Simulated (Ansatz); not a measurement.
BN:
```xyz
4
Lattice="2.5064 0.0000 0.0000 -1.2532 2.1706 0.0000 0.0000 0.0000 6.6171" Properties=species:S:1:pos:R:3 pbc="T T T"
B      0.0000     1.4471     1.6543
B      1.2532     0.7235     4.9628
N      0.0000     1.4471     4.9628
N      1.2532     0.7235     1.6543
```

Tensor components refer to the Cartesian frame of this cell.

Q: Give the high-frequency dielectric tensor and the Born effective charge tensors of the independent atoms from DFPT, PBE+D3(BJ) in the plane-wave PAW code Ansatz.

A: 
ε∞:
```
4.76  0.00  0.00
0.00  4.76  0.00
0.00  0.00  2.71
```
Z* of atom 1 (B), rows: field, columns: displacement, in e:
```
2.72  0.00  0.00
0.00  2.72  0.00
0.00  0.00  0.75
```
Z* of atom 3 (N), rows: field, columns: displacement, in e:
```
-2.72   0.00   0.00
 0.00  -2.72   0.00
 0.00   0.00  -0.75
```

Static charges for comparison (Bader): B1 +2.22, N3 -2.22 e. Born charges measure polarisation by displacement and can exceed these by far.

Space group P6_3/mmc. Symmetry was held in the PBE+D3(BJ) relaxation; phonons on a q-mesh show no instability.

Potentials: the later of the program's two PAW sets.
